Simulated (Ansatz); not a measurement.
ZnO (wurtzite)

```xyz
4
Lattice="3.2795 0.0000 0.0000 -1.6397 2.8401 0.0000 0.0000 0.0000 5.2938" Properties=species:S:1:pos:R:3 pbc="T T T"
Zn     0.0000     1.8934     5.2825
Zn     1.6397     0.9467     2.6356
O      0.0000     1.8934     1.9954
O      1.6397     0.9467     4.6423
```

Two coordinates are scanned: the volume, and the ratio of the stretch along z (the conventional c axis) to the stretch across it. Atoms keep their fractional coordinates.

All values below come from PBE (plane waves to 420 eV, PAW, scalar-relativistic; Ansatz, an electronic-structure program). k mesh 12×12×6 (Γ-centred), Fermi-Dirac smearing 0.05 eV. Compression counts positive. As the atoms are clamped, bonds stretch with the cell, which overstates energies and stresses. ZnO was relaxed with its symmetry unable to fall.

At one point of the scan the stress tensor (GPa) is:

```
    3.7      0.0      0.0
    0.0      3.7      0.0
    0.0      0.0     -1.7
```

Which point is it?
(A) V/V₀ = 0.987, (c/a)/(c/a)₀ = 1.027
(B) V/V₀ = 0.960, (c/a)/(c/a)₀ = 1.053
(C) V/V₀ = 0.960, (c/a)/(c/a)₀ = 1.027
(D) V/V₀ = 0.960, (c/a)/(c/a)₀ = 1.000

A, V/V₀ = 0.987, (c/a)/(c/a)₀ = 1.027

(A scan under strain: stresses follow from slopes of the energy per volume, elastic moduli from its curvatures.)
